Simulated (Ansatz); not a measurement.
Cr (Im-3m): total moment held at 0 μB

Level of theory: DFT, PBE, PAW with Ansatz's default frozen-core files, scalar-relativistic in Ansatz 0.2.0.

Command: `ansatz run input.yaml --threads 1 --pin off --max-ram 3072MiB --backend cpu --events-out ev --progress --plain --runs-dir out`

```yaml
crystal:
  lattice:
    - [2.9688993551, 0.0, 0.0]
    - [0.0, 2.9688993551, 0.0]
    - [0.0, 0.0, 2.9688993551]
  atoms:
    - { symbol: Cr, position: [0.0, 0.0, 0.0], spin: -1.7 }
    - { symbol: Cr, position: [0.5, 0.5, 0.5], spin: 1.7 }
magnetization:
  spin_polarized: true
  initial_magnetization: 0.0
  spin_locking: { lock_magnetization: hard }
kpoints:
  mp_grid: { grid: [11, 11, 11] }
scf:
  occupations: { method: fermi_dirac, width: 0.05 }
  lower_state_search: "off"
hamiltonian:
  xc: pbe
  pseudopotentials: { kind: paw }
output:
  forces: true
  stress: true
  eigenvalues: true
```

Output:

```
Warning: output.stress: scf.convergence.dr2_threshold = 1e-7 eV (the SCF's general default) is looser than the 2e-10 eV advised for a printed stress (1e-10 eV for each atom of the cell: 2). What an SCF threshold leaves in a stress goes as its square root, and in the free energy as the threshold itself, and one threshold admits the most on a small cell: of the crystals measured, under no hybrid fun …
Engine: ansatz 0.2.0
Pseudopotentials: kind: paw
Pseudopotential: Cr, paw, valence charge 14, recommended cutoff 420 eV (normal), Cr.paw.azcp
Functional definition: PBE
  parameter kappa = 0.804
  parameter beta = 0.06672455060314922
  exchange = pbe_x(kappa = kappa, mu = beta*pi^2/3)
  correlation = pbe_c(beta = beta)
Crystal: 2 atoms, lattice volume = 26.169 Å³
Basis set: ecut = 420 eV, 485 PW (Γ), exchange–correlation on 40×40×40 points (8 copies of the dense FFT grid, shifted against one another)
Bands: 18, of which v1, the nominal top of the filled ones, is band 14 counted from 1 (13 counted from 0)
Symmetry: 48 space group operations
Space group: Pm-3m (ITA 221), of the structure as read, at distance tolerance 3.0e-5 Å
Magnetic group: BNS 221.97 (UNI 1599), of the structure as read, at distance tolerance 3.0e-5 Å
k-points: 56 of 1331
Non-local potential: Cr, projectors of the file, l = 0: 3, l = 1: 2, l = 2: 3, l = 3: 1
PAW form: soft (Blöchl's): semilocal exchange-correlation on the pseudo side does not see the compensation charge
PAW one-centre angular grid: Cr, 590 points (default); XC on 64 Gauss nodes
Initial density: superposition of atomic densities (chi_scale 0.1, normalization cell)
Starting moments: Σ|m| = 3.4 μB on 2 of 2 sites
Starting magnetic order: antiferromagnet; a translation exchanges its spin sublattices: spin-degenerate at every k-point
Initial wavefunctions: pseudopotential atomic-orbital guess
Functional: x = pbe(κ = 0.804, μ = 0.2195149727645171), c = pbe(β = 0.06672455060314922)
SCF iter   1: F=—  HF=-6758.534723 eV  |F-HF|=—  |Δ(HF+E_count)|=         —  Δρ=1.35e-1 (↑1.35e-1 ↓1.35e-1)  dr2=1.23e1  dr2_m=1.06e0  M=0.000 μB ∫|m|=2.230 μB  β_m=0.30  ethr=3.10e-3  ⟨swp⟩=3.2  Hψ=3514  notcnv=0
preconditioner: auto → none  [metal: Δε(μ)=0.066 eV  Ē_g=4.423 eV  σ=0.050 eV  W_gap=0.30  n_scr=6 (ndim 8)  ℏωp=25.1 eV  f_vac=0.000  D(μ)=0.86/eV (n_scr^D=6)  sad-step TF]
SCF iter   2: F=—  HF=-6756.140224 eV  |F-HF|=—  |Δ(HF+E_count)|=    2.39e0  Δρ=6.81e-2 (↑6.81e-2 ↓6.81e-2)  dr2=3.41e0  dr2_m=2.58e-1  M=0.000 μB ∫|m|=2.502 μB  β_m=0.30  ethr=3.10e-3  ⟨swp⟩=2.0  Hψ=2356  notcnv=0
SCF iter   3: F=—  HF=-6755.379602 eV  |F-HF|=—  |Δ(HF+E_count)|=   7.61e-1  Δρ=1.96e-2 (↑1.96e-2 ↓1.96e-2)  dr2=1.00e-1  dr2_m=1.50e-2  M=0.000 μB ∫|m|=2.909 μB  β_m=1.00  ethr=3.10e-3  ⟨swp⟩=2.5  Hψ=2107  notcnv=0
SCF iter   4: F=—  HF=-6755.376695 eV  |F-HF|=—  |Δ(HF+E_count)|=   2.91e-3  Δρ=1.15e-2 (↑1.15e-2 ↓1.15e-2)  dr2=1.09e-1  dr2_m=9.74e-4  M=0.000 μB ∫|m|=2.972 μB  β_m=1.00  ethr=3.58e-4  ⟨swp⟩=2.5  Hψ=2386  notcnv=0
SCF iter   5: F=—  HF=-6755.351400 eV  |F-HF|=—  |Δ(HF+E_count)|=   2.53e-2  Δρ=7.22e-3 (↑7.22e-3 ↓7.22e-3)  dr2=2.84e-3  dr2_m=1.16e-2  M=0.000 μB ∫|m|=3.115 μB  β_m=1.00  ethr=3.58e-4  ⟨swp⟩=3.2  Hψ=2027  notcnv=0
SCF iter   6: F=—  HF=-6755.352601 eV  |F-HF|=—  |Δ(HF+E_count)|=   1.20e-3  Δρ=3.41e-3 (↑3.41e-3 ↓3.41e-3)  dr2=1.07e-3  dr2_m=2.44e-3  M=0.000 μB ∫|m|=3.188 μB  β_m=1.00  ethr=1.02e-5  ⟨swp⟩=2.3  Hψ=1916  notcnv=0
SCF iter   7: F=—  HF=-6755.358562 eV  |F-HF|=—  |Δ(HF+E_count)|=   5.96e-3  Δρ=1.98e-3 (↑1.98e-3 ↓1.98e-3)  dr2=7.88e-5  dr2_m=9.10e-4  M=0.000 μB ∫|m|=3.234 μB  β_m=0.30  ethr=3.83e-6  ⟨swp⟩=2.1  Hψ=2019  notcnv=0
Mixer restart at iter 7: flushing history
spin-set hold released at iteration 7 (site moments contracting): the magnetisation degrees of freedom join the quasi-Newton model from the next iteration; the mixer history was flushed
SCF iter   8: F=—  HF=-6755.363388 eV  |F-HF|=—  |Δ(HF+E_count)|=   4.83e-3  Δρ=2.79e-3 (↑2.79e-3 ↓2.79e-3)  dr2=4.39e-5  dr2_m=1.86e-3  M=0.000 μB ∫|m|=3.264 μB  β_m=0.65  ethr=2.81e-7  ⟨swp⟩=2.3  Hψ=1769  notcnv=0
SCF iter   9: F=—  HF=-6755.370319 eV  |F-HF|=—  |Δ(HF+E_count)|=   6.93e-3  Δρ=3.12e-3 (↑3.12e-3 ↓3.12e-3)  dr2=9.53e-4  dr2_m=2.03e-3  M=0.000 μB ∫|m|=3.350 μB  β_m=0.82  ethr=1.57e-7  ⟨swp⟩=3.0  Hψ=2190  notcnv=0
SCF iter  10: F=—  HF=-6755.372718 eV  |F-HF|=—  |Δ(HF+E_count)|=   2.40e-3  Δρ=3.93e-3 (↑3.93e-3 ↓3.93e-3)  dr2=3.04e-3  dr2_m=2.77e-3  M=0.000 μB ∫|m|=3.458 μB  β_m=0.40  ethr=1.57e-7  ⟨swp⟩=3.0  Hψ=2264  notcnv=0
SCF iter  11: F=—  HF=-6755.372726 eV  |F-HF|=—  |Δ(HF+E_count)|=   8.60e-6  Δρ=1.23e-3 (↑1.23e-3 ↓1.23e-3)  dr2=2.92e-6  dr2_m=3.64e-4  M=0.000 μB ∫|m|=3.508 μB  β_m=0.89  ethr=1.57e-7  ⟨swp⟩=3.0  Hψ=2254  notcnv=0
SCF iter  12: F=—  HF=-6755.373273 eV  |F-HF|=—  |Δ(HF+E_count)|=   5.47e-4  Δρ=1.17e-4 (↑1.17e-4 ↓1.17e-4)  dr2=3.36e-6  dr2_m=2.23e-6  M=0.000 μB ∫|m|=3.606 μB  β_m=0.95  ethr=1.04e-8  ⟨swp⟩=3.3  Hψ=2167  notcnv=0
SCF iter  13: F=—  HF=-6755.373277 eV  |F-HF|=—  |Δ(HF+E_count)|=   3.51e-6  Δρ=4.67e-5 (↑4.67e-5 ↓4.67e-5)  dr2=1.05e-7  dr2_m=4.86e-7  M=0.000 μB ∫|m|=3.605 μB  β_m=0.97  ethr=1.04e-8  ⟨swp⟩=2.0  Hψ=1822  notcnv=0
SCF iter  14: F=-6755.373278 eV  HF=-6755.373278 eV  |F-HF|=1.37e-9  |Δ(HF+E_count)|=   6.58e-7  Δρ=2.68e-6 (↑2.68e-6 ↓2.68e-6)  dr2=1.31e-11  dr2_m=1.72e-9  M=0.000 μB ∫|m|=3.609 μB  ethr=3.57e-10  ⟨swp⟩=5.3  Hψ=4317  notcnv=0
SCF 1 converged in 14 iterations: F = -6755.373278 eV  dr2 = 1.31e-11
  greatest PAW one-centre occupation: 1.000 electrons in one spin orbital (limit 2), on the Cr atom at site 1 (counted from 0), in its partial waves of l = 0
SCF converged after 14 iterations
Stability checked in part: among states of this total moment the steps that led to this state did not find it unstable. No probe was made; neither looks for a lower state of another moment (fixed_total_moment; see scf.lower_state_search)
Magnetization: 0.0000 μB (14.0000 up, 14.0000 down)
Absolute magnetization: 3.6089 μB (∫|ρ↑−ρ↓|)
Spin contamination: 1.0322 ħ² per cell (⟨S²⟩ above its minimum at these occupations)
Per-site moments (μB) at R_I (Å): [(-1.6855224855871023, 1.0605961834032829), (1.6855224855871023, 1.0605961834032829)]
Free energy (F): -6755.373278 eV
Harris-Foulkes:  -6755.373278 eV  (|F-HF|=1.37e-9)
Internal energy: -6755.368897 eV  (E = F + TS)
E sigma→0 (E₀):  -6755.371087 eV
Entropy (-TS):   -0.004381 eV (-2.190 meV/atom)
Fermi energy:    16.831796 (↑ 16.831796, ↓ 16.831796) eV
--- Per-component energies (eV) ---
  E_band       = -355.855161
  E_kinetic    = 681.583792
  E_local      = -2571.899008  (includes V_loc(G=0)·N_el)
  E_nonlocal   = 157.984770
  E_hartree    = 1105.084249
  E_xc         = -278.293210
  E_vxc        = -354.846788  (∫ρ·V_xc dr)
  E_paw        = -2390.258598  (= ΣΔE_a)
  E_vpaw       = -478.847205  (= ΣTr[D̂ρ^β])
  E_aug_tail   = 0.000614  (compensation charges beyond the density's cutoff)
  E_ewald      = -3459.571505
  E_smearing   = -0.004381  (= −TS)
  E_closure    = 0.000000  (closes the sum)
  Σ components = -6755.373278   (vs F -6755.373278, Δ=0.00e0)
--- Forces (eV/Å), atoms counted from 1 ---
  atom   1  Cr    -0.00000000    -0.00000000    -0.00000000
  atom   2  Cr     0.00000000     0.00000000     0.00000000
  max |Σ_I F_I| component: 1.35e-29 eV/Å
--- Stress (GPa, compression-positive) ---
      -13.680714      -0.000000       0.000000
       -0.000000     -13.680714       0.000000
        0.000000       0.000000     -13.680714
  P = ⅓ Tr σ = -13.6807 GPa (-136.807 kbar)
--- Band table (eV; the first three rows and the last of 112) ---
  k-point 0 ↑: bands = ["-55.5896", "-53.7891", "-26.8909", "-26.8909", "-26.8909", "-25.0748", "-25.0748", "-25.0748", "9.3690", "13.2097", "13.2097", "15.9734", "15.9734", "15.9734", "18.0693", "18.0693", "19.3605", "19.3605"]
  k-point 1 ↑: bands = ["-55.5883", "-53.7889", "-26.8972", "-26.8883", "-26.8883", "-25.0861", "-25.0764", "-25.0764", "9.5321", "13.2887", "13.2895", "15.9567", "15.9567", "16.0178", "17.9664", "18.1078", "19.1638", "19.1638"]
  k-point 2 ↑: bands = ["-55.5851", "-53.7884", "-26.9142", "-26.8813", "-26.8813", "-25.1163", "-25.0805", "-25.0805", "10.0078", "13.4920", "13.5236", "15.9163", "15.9163", "16.1445", "17.6698", "18.2110", "18.6939", "18.6939"]
  k-point 55 ↓: bands = ["-55.5564", "-53.7677", "-26.9529", "-26.9499", "-26.9499", "-25.1911", "-25.1911", "-25.1878", "14.2580", "14.3378", "14.3378", "15.3610", "15.3936", "15.3936", "17.6065", "17.6065", "19.0326", "19.0326"]
```

The log's space group differs from the title's, since the program also counts the typed moments and uses a tighter tolerance.

Site moments (μB): Cr1 -1.69, Cr2 1.69. Cell moment 0.00 μB.

The magnetic group in the log treats spin as a scalar label, without spin–orbit coupling.

This cell lies far from its zero-pressure volume, so the numbers describe the cell as given rather than the relaxed compound. The Ansatz runs typed with the search for lower states off end where their start leads. The magnetic state is the one that this cell and start allow. It needn't be the compound's measured order, which may need a larger cell or be absent.

It took 2.7 s on 1 thread of Arm Neoverse V1 (shared host), peak memory 0.29 GiB.
